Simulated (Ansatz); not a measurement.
V:
```xyz
1
Lattice="-1.4630 1.4630 1.4630 1.4630 -1.4630 1.4630 1.4630 1.4630 -1.4630" Properties=species:S:1:pos:R:3 pbc="T T T"
V      0.0000     0.0000     0.0000
```

Relaxed with LDA. Special points in fractions of this cell's reciprocal vectors: Γ (0.000, 0.000, 0.000); H (0.500, -0.500, 0.500); N (0.000, 0.000, 0.500); P (0.250, 0.250, 0.250).

Q: List the band energies nearest the Fermi level at these points for LDA in the plane-wave PAW code Ansatz.

A: In eV from the Fermi level; about four levels below and three above (degenerate sets whole), none deeper than 8.9 eV; … stands for higher levels left out; points with the same levels are listed once.

```csv
k,below,above
Γ,-6.67,0.40 0.40 0.40
H,-3.36 -3.36,…
N,-3.44 -1.30,2.01 2.62 …
P,-1.17 -1.17 -1.17,…
```

Space group Im-3m (bcc (W type)). The LDA relaxation kept the symmetry of its start. No spin polarisation was allowed.

Potentials: the earlier of the program's two PAW sets.
